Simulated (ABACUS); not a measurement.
Input and output of a self-consistent single point for Mo2N (R-3m, 3 atoms in the cell; from Materials Project mp-1221525, changed as shown) (ABACUS).

Method: LDA (PW92), PseudoDojo 0.4 standard norm-conserving LDA (tails mended) pseudopotentials (plane waves; ABACUS).

The change in words: volume scaled by 0.94. Reference geometry (R-3m):
```
CELL_PARAMETERS angstrom
      1.44078     0.83183     5.00210
     -1.44078     0.83183     5.00210
      0.00000    -1.66367     5.00210
ATOMIC_POSITIONS crystal
  Mo 0.24289 0.24289 0.24289
  Mo 0.75711 0.75711 0.75711
  N  0.00000 0.00000 0.00000
```

Reference input (self-consistent single point, DFT, LDA (PW92), plane waves, PseudoDojo 0.4 standard norm-conserving LDA (tails mended) pseudopotentials): KPT = Gamma 8 8 8 0 0 0; basis_type = pw; dft_functional = PWLDA; ecutwfc = 84 Ry; smearing_method = gaussian; smearing_sigma = 0.00367493 Ry; potentials = PseudoDojo 0.4 standard norm-conserving LDA (tails mended); symmetry = 1; symmetry_prec = 1e-05; ks_solver = dav_subspace; scf_nmax = 100; scf_thr = 1.0e-09 Ry. This run's input differs from it in these lines:

```diff
@@ -25,8 +25,8 @@
 LATTICE_CONSTANT
-9.961702
+9.758343
 
 LATTICE_VECTORS
-   0.2733147012    0.1577983693    0.9488934099
-  -0.2733147012    0.1577983693    0.9488934099
-   0.0000000000   -0.3155965489    0.9488934099
+   0.2733147401    0.1577983979    0.9488934520
+  -0.2733147401    0.1577983979    0.9488934520
+   0.0000000000   -0.3155966021    0.9488934520
```

Log, with long lists cut:

```
 SELF-CONSISTENT
 -------------------------------------------
                                 init_chg = atomic

 PW ALGORITHM --------------- ION=   1  ELEC=   1--------------------------------

 Density error is 0.869164824618
                          Error Threshold = 0.01
 E_KohnSham     -301.9101592191      -4107.6984494667
 E_Fermi        1.6981949981         23.1051282886

 PW ALGORITHM --------------- ION=   1  ELEC=   2--------------------------------

 Density error is 1.72283302431
                          Error Threshold = 0.00263383280187
 E_KohnSham     -301.9572058719      -4108.3385520171
   [... lines left out ...]

 Density error is 1.56232949211e-09
                          Error Threshold = 6.92276474849e-11
 E_KohnSham     -302.2983053065      -4112.9794479118
 E_Fermi        1.6348661363         22.2434949205

 PW ALGORITHM --------------- ION=   1  ELEC=   9--------------------------------

 Density error is 1.636049356e-11
                          Error Threshold = 4.73433179428e-12
 E_KohnSham     -302.2983053066      -4112.9794479134
 E_KS(sigma->0) -302.2982298346      -4112.9784210640
 E_entropy(-TS) -0.0001509440        -0.0020536988
 E_Fermi        1.6348673495         22.2435114272
 charge density convergence is achieved
 final etot is -4112.9794479 eV
 EFERMI = 22.243511427 eV

 STATE ENERGY(eV) AND OCCUPATIONS    NSPIN == 1
   [... 24 lines left out ...]

 TOTAL-FORCE (eV/Angstrom)
                       Mo1         0.0000000000         0.0000000000        -0.0035021938
                       Mo2         0.0000000000         0.0000000000         0.0035021938
                        N1         0.0000000000         0.0000000000         0.0000000000

 TOTAL-STRESS (KBAR)
       105.9248182378        -0.0000000000         0.0000000000
        -0.0000000000       105.9248255370        -0.0000072076
        -0.0000000000        -0.0000072076        74.3123883972
 TOTAL-PRESSURE: 95.387344 KBAR

 --------------------------------------------
 !FINAL_ETOT_IS -4112.9794479133743152 eV
 --------------------------------------------
```

The run converged in 9 iterations. Against the reference run the free energy drops by 8.0 meV/atom, the pressure goes from -11.94 to 9.54 GPa and the largest force goes from 0.324 to 0.004 eV/Å.

The structure comes from a collection of computed structures, made at another level of theory; the collection holds predicted forms beside known ones. No clean gap shows at this smearing width and mesh (spacing up to 0.33 Å⁻¹); the mesh is coarse for partly filled bands, so the values carry mesh errors.

Cost on one core: roughly 7 core-minutes.

“Tails mended”: in these copies of the files the far tail of each local potential was reset to the Coulomb form.
